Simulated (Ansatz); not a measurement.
**Moving the starting magnetic order in MgVCl2O**

```cif
data_structure
_symmetry_space_group_name_H-M 'Cm'
_symmetry_Int_Tables_number 8
_cell_length_a 13.2407
_cell_length_b 3.9232
_cell_length_c 4.3181
_cell_angle_alpha 90.000
_cell_angle_beta 108.858
_cell_angle_gamma 90.000
_cell_volume 212.26
loop_
_atom_site_label
_atom_site_type_symbol
_atom_site_symmetry_multiplicity
_atom_site_Wyckoff_symbol
_atom_site_fract_x
_atom_site_fract_y
_atom_site_fract_z
_atom_site_occupancy
V1 V 2 a 0.99857 0.00000 0.02154 1
Cl1 Cl 2 a 0.86977 0.50000 0.88845 1
Cl2 Cl 2 a 0.63222 0.00000 0.15352 1
Mg1 Mg 2 a 0.50908 0.00000 0.53357 1
O1 O 2 a 0.50390 0.50000 0.52641 1
```

The cell comes from a database or a generator and needn't be the stable form of this composition.

Kept alike: task single point; functional PBE; k mesh 7 × 7 × 7; occupations fermi-dirac, width 0.05 eV. Program: Ansatz, Ansatz PAW, cutoff 420 eV. The mesh is that of the run's cell of 5 atoms. No spin-orbit coupling.

```csv
starting magnetic order,largest site moment (μB),moment of the cell (μB),free energy over the lowest row (meV/atom)
fm,2.18,3.00,0.00
random,2.18,3.00,0.00
spin off,0.00,0.00,226.65
```

Moments of the cell are magnitudes, and a label names the start alone. The runs hold the magnetic state that their start led to, which needn't be the lowest. The row without spin has no moments by construction. Site moments count inside each atom's sphere or projector.

Q: What does the starting magnetic order change here?

A: The largest site moment runs from 0.00 (spin off) to 2.18 μB (fm; random). The moment of the cell runs from 0.00 (spin off) to 3.00 μB (fm; random). The free energy is lowest at fm; random, and 226.65 meV an atom higher at spin off. Starts that end at one energy have found one state: fm; random.
